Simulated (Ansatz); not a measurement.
BN (zinc blende, F-43m), plane-wave PAW r²SCAN (Ansatz code). The conduction-band minimum lies at X, with 3 equivalent valleys. Second derivatives d²E/dk² of the lowest band at one valley (eV·Å²), along Cartesian directions:

```
direction  d²E/dk²
---------  -------
[100]        8.747
[010]        26.14
[001]        26.14
[110]        17.44
[101]        17.44
[011]        26.13
```

Find the principal effective masses, the density-of-states mass and the conductivity mass.

Off-diagonal terms follow from H_xy = H[110] − (H_xx + H_yy)/2, and m*/mₑ = 7.620 eV·Å² over each eigenvalue: 0.29, 0.29, 0.87. One valley's DOS mass (m₁m₂m₃)^(1/3) = 0.42, conductivity mass 3/(Σ 1/mᵢ) = 0.37 mₑ.

What effective density of states Nc follows at 300 K for parabolic valleys?

Nc = 2.509e19 × 3 × (0.42)^(3/2) ≈ 2.0e19 cm⁻³.

With the computed static dielectric constant 6.94 (mean of the diagonal), estimate a hydrogenic donor's binding energy and radius.

E = 13.606 eV × 0.37/6.94² ≈ 100 meV; a = 0.529 Å × ε/m* ≈ 9.9 Å. Semilocal masses tend to be too small where the gap is.

With ε∞ = 4.46 and ω_LO = 1301 cm⁻¹, what Fröhlich coupling constant follows?

α = (1/ε∞ − 1/ε0) √(m* × 13.606 eV/ħω_LO) = 0.45.

Symmetry was held in the r²SCAN relaxation; phonons on a q-mesh show no instability.

Potentials: the earlier of the program's two PAW sets.
